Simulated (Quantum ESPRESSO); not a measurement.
```cif
data_F12Mo2
_chemical_formula_sum 'F12 Mo2'
_space_group_name_H-M_alt 'Im-3m'
_space_group_IT_number 229
_space_group_name_Hall '-I 4 2 3'
_cell_length_a 6.33469
_cell_length_b 6.33469
_cell_length_c 6.33469
_cell_angle_alpha 90.000
_cell_angle_beta 90.000
_cell_angle_gamma 90.000
loop_
_atom_site_label
_atom_site_type_symbol
_atom_site_symmetry_multiplicity
_atom_site_Wyckoff_symbol
_atom_site_fract_x
_atom_site_fract_y
_atom_site_fract_z
_atom_site_occupancy
F1 F 12 e 0.00000 0.00000 0.28933 1
Mo1 Mo 2 a 0.00000 0.00000 0.00000 1
```
(The calculation used a cell of 7 atoms; values per cell refer to that cell.)

The geometry is that of Materials Project entry mp-558836, symmetrised and not relaxed again.

Q: What does LDA (Quantum ESPRESSO, PseudoDojo norm-conserving, 84 Ry, no spin-orbit coupling) give for the electronic structure near the Fermi level?

A: The LDA gap is indirect, 4.27 eV, from Γ to 17 % of the way from P to H; the smallest direct gap is 4.37 eV. Another conduction extremum on the path lies within 0.02 eV, too close to call. Spin-orbit splittings are left out.

The structure is a Materials Project entry; no match was found in the copy of COD used, and its stability was not checked.
